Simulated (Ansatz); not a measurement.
An Ansatz input and the part of its output that reports the observables at the nuclei.

The cell is a COD entry, relaxed with PBE at fixed cell and then changed (z stretched by 1 %, ions relaxed).

```yaml
crystal:
  lattice:
    - [4.9727, 0.0, 0.0]
    - [0.0, 4.9727, 0.0]
    - [0.0, 0.0, 6.994957]
  atoms:
    - { symbol: Si, position: [0.3054898824, 0.3054898824, 0.0] }
    - { symbol: Si, position: [0.1945101176, 0.8054898824, 0.25] }
    - { symbol: Si, position: [0.6945101176, 0.6945101176, 0.5] }
    - { symbol: Si, position: [0.8054898824, 0.1945101176, 0.75] }
    - { symbol: O, position: [0.2364502689, 0.1166507237, 0.1851608675] }
    - { symbol: O, position: [0.3833492763, 0.7364502689, 0.4351608675] }
    - { symbol: O, position: [0.7635497311, 0.8833492763, 0.6851608675] }
    - { symbol: O, position: [0.6166507237, 0.2635497311, 0.9351608675] }
    - { symbol: O, position: [0.7364502689, 0.3833492763, 0.5648391325] }
    - { symbol: O, position: [0.8833492763, 0.7635497311, 0.3148391325] }
    - { symbol: O, position: [0.2635497311, 0.6166507237, 0.0648391325] }
    - { symbol: O, position: [0.1166507237, 0.2364502689, 0.8148391325] }
kpoints:
  mp_grid: { grid: [6, 6, 5] }
scf:
  occupations: { method: fermi_dirac, width: 0.02 }
hamiltonian:
  xc: pbe
  pseudopotentials: { kind: paw }
output:
  forces: true
  stress: true
  populations: true
  efg: { quadrupole_moments_barn: { O: -0.02558 }, contact_densities: true }
relax:
  f_tol: 0.02
  max_steps: 60
```

```sh
ansatz run input.yaml --threads 4 --pin off --max-ram 8192MiB --backend cpu --events-out ev --progress --plain --runs-dir out
```

The run relaxes the ions first, and the block belongs to the relaxed positions.

Of the output, the block on the nuclei alone is shown; the set-up, the SCF iterations, energies, forces and stress are cut. One atom of each set with nearly equal values is shown.

```
--- PAW observables at the nuclei: V_zz in 10²¹ V/m², potentials from the cell's mean, atoms counted from 1 ---
  atom   1  Si V_zz =    -0.435148   η = 0.5441   by run symmetry: allowed
            electrostatic potential = -1353.457781 V   contact ρ = 12801.315678 e/Å³
  atom   5  O  V_zz =    +9.494113   η = 0.1776   by run symmetry: allowed   C_q = -5.8723 MHz
            electrostatic potential = -617.921574 V   contact ρ = 2153.728862 e/Å³
```

The relaxation (4 steps) took 18 s of wall time (70 s of CPU time) and 0.59 GiB at its peak, on 4 threads of Arm Neoverse V1 (aarch64; 8 cores open to the job, memory cap 8.0 GiB, no GPU), a shared host with a load of 0.4 a core.
